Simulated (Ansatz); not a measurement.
The elements of this relaxed trial crystal are hidden behind letters.

```
lattice vectors (Å)
   1.5890    0.9174    7.1161
  -1.5890    0.9174    7.1161
   0.0000   -1.8348    7.1161
fractional positions
X 0.2844 0.2844 0.2844
X 0.7156 0.7156 0.7156
Z 0.5000 0.5000 0.5000
Q 0.0000 0.0000 0.0000
```

Method: DFT PBE, scalar-relativistic, plane waves, PAW (Ansatz). The final run on the 4-atom cell used 420 eV, a Γ-centred 18×18×18 mesh, 0.10 eV smearing and no spin polarisation.

- Space group: R-3m (No. 166)
- Conventional cell: a = 3.178 Å, c = 21.348 Å
- Volume per atom: 15.56 Å³
- Density: 3.61 g/cm³
- Energy over the elements: −0.39 eV/atom
- Gap on the 18×18×18 mesh of the 4-atom cell: 0 eV (a metal)

Energies are uncorrected and count from the elements' standard states at the same level.

Task: X is an s-block element of period 3, Z is a p-block element of period 4 and Q is a p-block element of period 2. Which elements are they?

Result: X = Mg, Z = Ge, Q = N, so the formula is Mg2GeN. Density times volume gives a mean mass of 3.61 × 15.56/1.6605 = 33.8 u per atom, and this set has 33.8 u. Around Mg lie 3 N at 2.11 Å, 3 Mg at 2.78 Å and 3 Ge at 3.11 Å; around Ge lie 6 Mg at 3.11 Å and 6 Ge at 3.18 Å; around N lie 6 Mg at 2.11 Å. Other sets within the hints have nearly the same mass, so mass alone doesn't settle it; this one was computed.

An odd number of electrons in the primitive cell allows no gap without spin; a larger cell or a magnetic state could open one. A structure relaxed within its symmetry needn't be a true minimum.
